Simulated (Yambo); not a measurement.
Consider the following.

```xyz
6
Lattice="3.2783 0.0000 0.0000 -1.6392 2.8391 0.0000 0.0000 0.0000 12.7241" Properties=species:S:1:pos:R:3 pbc="T T T"
Se     0.0000     1.8927    11.2177
Se     1.6392     0.9464     1.5064
Se     1.6392     0.9464     4.8557
Se     0.0000     1.8927     7.8684
Mo     1.6392     0.9464     9.5431
Mo     0.0000     1.8927     3.1810
```

Workflow: norm-conserving PBE (stringent potentials; Quantum ESPRESSO, 104 Ry, without SOC), then G0W0 in Yambo (6×6×1 Γ-centred k mesh, bands 39 to 137 and a 6 Ry block in the screening, 137 bands in G with the Bruneval-Gonze terminator, plasmon pole fitted at 27.2 eV).

**Question.** Give the PBE and G0W0 gaps between the band edges found on this mesh, and say where the edges lie.

**Answer.** Edges: Γ → (0.167, 0.167, 0). PBE: 0.77 eV; G0W0: 1.00 eV. Convergence of the G0W0 settings was not tested. Spin-orbit splittings are left out.

Geometry relaxed with PBE+D3(BJ).
